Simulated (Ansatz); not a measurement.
HF on a (100) slab of Na (Im-3m (No. 229)), 4 planes, outer planes Na (top) and Na (bottom), 1 a cell of 66.5 Å², relaxed and still whole (its atoms last):

```
CELL_PARAMETERS angstrom
8.15590 0.00000 0.00000
0.00000 8.15590 0.00000
0.00000 0.00000 24.11692
ATOMIC_POSITIONS crystal
Na 0.25000 0.75000 0.33172
Na 0.25000 0.25000 0.33172
Na 0.75000 0.75000 0.33172
Na 0.75000 0.25000 0.33172
Na 0.50000 0.50000 0.41626
Na 0.50000 0.00000 0.41626
Na 0.00000 0.50000 0.41626
Na 0.00000 0.00000 0.41626
Na 0.75009 0.25430 0.50340
Na 0.75026 0.75193 0.50301
Na 0.25073 0.24898 0.50697
Na 0.25054 0.75271 0.50821
Na 0.99666 0.99826 0.60118
Na 0.98886 0.50026 0.59724
Na 0.50619 0.00001 0.60112
Na 0.51152 0.49975 0.59724
F 0.75155 0.10774 0.64780
H 0.75164 0.21685 0.62908
```

Computed with DFT PBE+D3(BJ), scalar-relativistic, plane waves, PAW in Ansatz 0.2.0. Settings: cutoff 420 eV, Γ-centred mesh 3×3×1 on the computed 18-atom cell, Gaussian smearing of 0.10 eV; no spin polarisation. A dipole correction removes the field between periodic images along c.

It binds with 0.53 eV a molecule against the clean slab and the free molecule (no zero-point or thermal terms); its shortest contact is F–Na 2.46 Å. Take first-order desorption with no barrier to adsorption, no reaction on the face and an assumed prefactor of 10^13 s⁻¹.

(1) How long does a molecule stay at 573 K?

(2) Where does its peak lie in a desorption experiment heated at 5 K/s?

(3) Is this physisorption or chemisorption?

Answers

(1) τ = ν⁻¹·exp(E/k_BT) with k_BT = 0.0494 eV: E/k_BT = 10.7, so τ ≈ 5×10^-9 s. At about one hit a site a second (10⁻⁶ mbar) the coverage is near τ × 1 s⁻¹, so a layer needs roughly 2×10^2 mbar.

(2) The peak obeys E/(k_B·T_p²) = (ν/β)·exp(−E/k_BT_p). Solving gives T_p ≈ 203 K (E/k_BT_p = 30.2). An error of 0.1 eV in E moves it by about 38 K, and larger molecules have larger prefactors, which lowers it.

(3) The tightest contact, F–Na 2.46 Å, is 1.10 times the sum of covalent radii, and deformation and lateral interaction add up to +0.11 eV. This is chemisorption.